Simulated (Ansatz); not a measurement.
A geometry of Al away from equilibrium: step 2 of the relaxation of a generated cell, Al placed in the A7 structure type. Computed with PBE (plane waves to 420 eV, PAW, scalar-relativistic; Ansatz, a program for electronic structure). Γ-centred k-mesh 11×11×11 on the run's cell (coarser than for final values), Fermi–Dirac smearing 0.05 eV.

```xyz
2
Lattice="1.7991 1.0387 3.2518 -1.7991 1.0387 3.2518 0.0000 -2.0774 3.2518" Properties=species:S:1:pos:R:3:forces:R:3 pbc="T T T" free_energy=-1074.142 pressure_GPa=7.6
Al     0.0000     0.0000     2.3587    0.0000    0.0000    1.1286
Al     0.0000     0.0000     7.3967    0.0000    0.0000   -1.1286
```

Positions in Å, forces in eV/Å, free energy of the cell in eV (comparable only within this code, potentials and settings). Largest force: 1.13 eV/Å, on Al1, Al2 (atoms numbered as listed); the geometry lies 0.43 to 0.45 eV/atom (the two k-meshes of the run give this range) above the end of its relaxation.

No spin polarisation in the result.

The run could not lose the symmetry of its start.
